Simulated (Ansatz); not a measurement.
**An elastic constant from a strain scan in CaC2**

Computed with DFT LDA, scalar-relativistic, plane waves, PAW (Ansatz). Cutoff 420 eV, Γ-centred 10×10×10 k-points, Gaussian smearing of 0.05 eV. No spin polarisation. Energies are free energies at this smearing, counted from the undisturbed cell; pressure is positive in compression.

The starting cell (relaxed at this level; it needn't be the usual structure):

```
CELL_PARAMETERS angstrom
-1.87892 1.87892 3.13881
1.87892 -1.87892 3.13881
1.87892 1.87892 -3.13881
ATOMIC_POSITIONS crystal
Ca 0.00000 0.00000 0.00000
C 0.59968 0.59968 0.00000
C 0.40032 0.40032 0.00000
```

The cell is strained by ε times the Voigt pattern (0, 0, 1, 0, 0, 0) (xx, yy, zz, yz, xz, xy; engineering shear) with fractional coordinates fixed. The cell holds 3 atoms in V0 = 44.32 Å³. The stress column is τ = (1/V0) dE/dε, got from the stress tensor σ (compression positive) at each point as −det(1 + εP) σ : P(1 + εP)⁻¹, with P the pattern as a tensor.

| ε | ΔE (meV/atom) | τ (GPa) |
| --- | --- | --- |
| -0.1000 | 394.622 | -98.916 |
| -0.0750 | 205.401 | -66.277 |
| -0.0500 | 84.528 | -39.482 |
| -0.0250 | 19.564 | -17.636 |
| 0.0000 | 0.000 | 0.030 |
| 0.0250 | 16.988 | 14.171 |
| 0.0500 | 63.066 | 25.359 |
| 0.0750 | 132.019 | 34.079 |
| 0.0875 | 173.410 | 37.646 |
| 0.1000 | ? | ? |

**Question.** Which combination of elastic constants does this scan measure, and how large is it?

**Answer.** For small ε, τ = τ0 + Kε with K = pᵀCp, which for this pattern is C33 in the Cartesian frame shown. The parabola through τ at ε = -0.0250, 0 and 0.0250 has slope K = 636 GPa at zero. The energies per cell, E = NΔE, of the same two points give K = 2[E(ε₊)/ε₊ − E(ε₋)/ε₋]/[(ε₊ − ε₋)V0] = 634 GPa, in agreement. These are clamped-ion values.

**Question.** Predict the withheld row at ε = 0.1000 from the harmonic law, and compare.

**Answer.** ΔE = V0(τ0 ε + Kε²/2)/N = 293.594 meV/atom and τ = 63.64 GPa. The calculation gives 218.629 meV/atom and 40.75 GPa: the energy lies 26 % below the harmonic value, as bonds soften when stretched.

Forces appear on the atoms along this scan, and letting them relax would lower the energy and soften the response.